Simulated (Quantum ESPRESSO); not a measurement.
```
CELL_PARAMETERS angstrom
      5.68506     0.00000     0.00000
     -2.84253     4.92341     0.00000
      0.00000     0.00000     4.59016
ATOMIC_POSITIONS crystal
  F  0.31684 0.15842 0.77230
  F  0.68316 0.84158 0.22770
  F  0.84158 0.15842 0.77230
  F  0.15842 0.84158 0.22770
  F  0.84158 0.68316 0.77230
  F  0.15842 0.31684 0.22770
  K  0.33333 0.66667 0.69779
  K  0.66667 0.33333 0.30221
  Ti 0.00000 0.00000 0.00000
```

The geometry is that of Materials Project entry mp-3970, symmetrised and not relaxed again.

Problem. What does norm-conserving LDA (Quantum ESPRESSO, 84 Ry, no spin-orbit coupling) give for the electronic structure near the Fermi level?

Solution. The LDA gap is 4.92 eV; at least one edge lies off the plotted path, at a point of the SCF mesh. The smallest direct gap is 4.93 eV. Another valence extremum on the path lies within 0.02 eV, too close to call.
